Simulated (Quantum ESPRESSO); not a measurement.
## Kohn-Sham bands of MoS2 (P6₃/mmc, 2Ha stacking, metal over metal as in NbS2)

```yaml
crystal:
  lattice:
    - [3.18543, 0.00000, 0.00000]
    - [-1.59271, 2.75866, 0.00000]
    - [0.00000, 0.00000, 13.17839]
  atoms:
    - { symbol: Mo, position: [0.00000, 0.00000, 0.25000] }
    - { symbol: Mo, position: [0.00000, 0.00000, 0.75000] }
    - { symbol: S, position: [0.33333, 0.66667, 0.36774] }
    - { symbol: S, position: [0.66667, 0.33333, 0.63226] }
    - { symbol: S, position: [0.66667, 0.33333, 0.86774] }
    - { symbol: S, position: [0.33333, 0.66667, 0.13226] }
```

Materials Project entry mp-1018809; symmetrised, unrelaxed at this level. COD (Crystallography Open Database) has the formula in 3 space groups, this one among them (matched by group alone). Level: PBEsol, no spin polarisation, no spin-orbit coupling; pw.x of Quantum ESPRESSO at 64 Ry with PseudoDojo potentials, 6×6×4 k-points, Wannier90. Density: 12×12×4 mesh, cold smearing 0.01 Ry. The cell is built of weakly bound layers, chains or molecules, whose nearest atoms lie 3.94 Å apart. Database cells relaxed without dispersion often hold them too far apart, which can enlarge gaps and weakens couplings between them; spacing and stacking were not compared with the measured crystal.

### Question
List the Kohn-Sham levels between −8 and 4.1 eV relative to the valence-band maximum at the high-symmetry points, as a band run of pw.x on that density gives them (levels within 2 meV counted together).

### Answer
```
point  k (reciprocal lattice)                                                                                                                                       levels (eV)
-----  ----------------------  ------------------------------------------------------------------------------------------------------------------------------------------------
Γ           0.000 0.000 0.000               -6.46, -5.91, -3.20 (×2), -3.19 (×2), -2.94, -2.07 (×2), -2.06 (×2), -1.46, -0.86, 0.00, 2.21 (×2), 2.27 (×2), 2.51 (×2), 2.55 (×2)
M           0.500 0.000 0.000  -6.37, -6.32, -5.43, -5.21, -4.63, -4.60, -3.74, -3.71, -2.68, -2.03, -1.55, -1.48, -1.29, -1.05, 1.70, 1.72, 2.23, 2.24, 3.05, 3.60, 3.73, 3.93
K           0.333 0.333 0.000                          -5.98 (×2), -5.20, -5.08, -4.66 (×2), -4.07 (×2), -3.51, -3.29, -2.65 (×2), -0.55 (×2), 1.10, 1.11, 2.55 (×2), 3.03 (×2)
A           0.000 0.000 0.500                                                                  -6.21 (×2), -3.19 (×4), -2.33 (×2), -2.07 (×4), -0.27 (×2), 2.24 (×4), 2.54 (×4)
L           0.500 0.000 0.500                    -6.34 (×2), -5.34 (×2), -4.61 (×2), -3.73 (×2), -2.38 (×2), -1.52 (×2), -1.13 (×2), 1.71 (×2), 2.22 (×2), 3.29 (×2), 3.83 (×2)
H           0.333 0.333 0.500                               -5.98 (×2), -5.14 (×2), -4.64 (×2), -4.09 (×2), -3.39 (×2), -2.64 (×2), -0.55 (×2), 1.11 (×2), 2.44 (×2), 3.17 (×2)
```
